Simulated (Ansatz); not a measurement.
Here is the system:

AlCo:
```cif
data_AlCo
_chemical_formula_sum 'Co1 Al1'
_space_group_name_H-M_alt 'P 1'
_space_group_IT_number 1
_cell_length_a 3.34588
_cell_length_b 3.34588
_cell_length_c 3.34588
_cell_angle_alpha 60.000
_cell_angle_beta 60.000
_cell_angle_gamma 60.000
loop_
_space_group_symop_operation_xyz
  'x, y, z'
loop_
_atom_site_label
_atom_site_type_symbol
_atom_site_fract_x
_atom_site_fract_y
_atom_site_fract_z
_atom_site_occupancy
Co1 Co 0.00000 0.00000 0.00000 1
Al1 Al 0.50000 0.50000 0.50000 1
```

This is the PBEsol-relaxed structure.

Question: All from PBEsol (plane waves, PAW; program Ansatz), unless another level is named. Predict the formation energy from the elements (no fitted shifts).

Answer: 0.27 eV/atom.

Question: Give the density of states at the Fermi level.

Answer: 0.47 states/eV per atom (mean over ±0.08 eV).

Space group Fm-3m (rock salt). The start of the workflow was typed in or built on a structure type; neither database checked (COD, Materials Project) lists it. Whether it is the stable phase at ambient conditions was not checked. Symmetry was held in the PBEsol relaxation. At this level the phase is mechanically unstable. The workflow began spin-polarised and lost its moments. Its formation energy is positive at this level, so the cell may be metastable or incomplete. The references are the lowest solids computed at this level, not always the standard phases.

Potentials: the earlier of the program's two PAW sets. The files were generated under PBE; for other functionals the program regenerates the frozen cores, and for LDA and PBEsol the local potential too.
